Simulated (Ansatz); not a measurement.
**Computed properties of VPt**

VPt:
```
VPt
1.0
    2.66990     0.00000     0.00000
    0.00000     2.66990     0.00000
    0.00000     0.00000     3.86537
Pt V
1 1
Cartesian
  0.00000   0.00000   0.00000
  1.33495   1.33495   1.93269
```

Space group P4/mmm (No. 123), L1₀ or tetragonal B2; conventional cell a = 2.6699 Å, b = 2.6699 Å, c = 3.8654 Å, α = 90.00°, β = 90.00°, γ = 90.00°.

Method: PBEsol (plane waves, PAW; program Ansatz). The cell and atoms are relaxed at this level. Other levels are named where they apply.

### Cell and energy

Volume per atom: 13.78 Å³
Density: 14.83 g/cm³
Formation energy from the elements (no fitted shifts): -0.58 eV/atom

### Electronic structure

* **Electronic character**: metallic (no gap)
* **Density of states at the Fermi level**: 0.62 states/eV per atom (mean over ±0.08 eV)
* **Gap with spin–orbit coupling**: none (metallic)

### Magnetism

Magnetic order: non-magnetic (starting moments vanished)

### Mechanics

* **Bulk modulus (Birch–Murnaghan fit)**: 268 GPa
* **Pressure derivative B′**: 4.7
* **Elastic constants (relaxed ions, GPa)**: C11 = 575, C12 = 73.5, C13 = 168, C33 = 452, C44 = 178, C66 = 77.9
* **Mechanical stability**: stable (all eigenvalues of C positive)
* **Hill bulk and shear moduli**: 269 and 155 GPa
* **Young's modulus**: 389 GPa
* **Poisson's ratio**: 0.26
* **Debye temperature from the elastic constants**: 446 K

### Phonons

Highest zone-centre frequency: 229 cm^-1
Zone-centre stability: no imaginary mode at Γ

The workflow started from an entry of the Crystallography Open Database (COD). Whether it is the stable phase at ambient conditions was not checked. Symmetry was held in the PBEsol relaxation. The workflow began spin-polarised and lost its moments. As this level gives no gap, shear constants depend on the k-mesh and smearing (Fermi–Dirac, 0.1 eV here). As this level gives no gap, phonon frequencies hold no LO–TO term and depend on the k-mesh and smearing (Fermi–Dirac, 0.1 eV here). Axis ratios of metals converge slowly with the k-mesh, so a and c are less sure than the volume. The references are the lowest solids computed at this level, not always the standard phases. Scalar-relativistic: spin–orbit coupling is off unless named, which matters more the heavier the elements.

Potentials: the later of the program's two PAW sets.
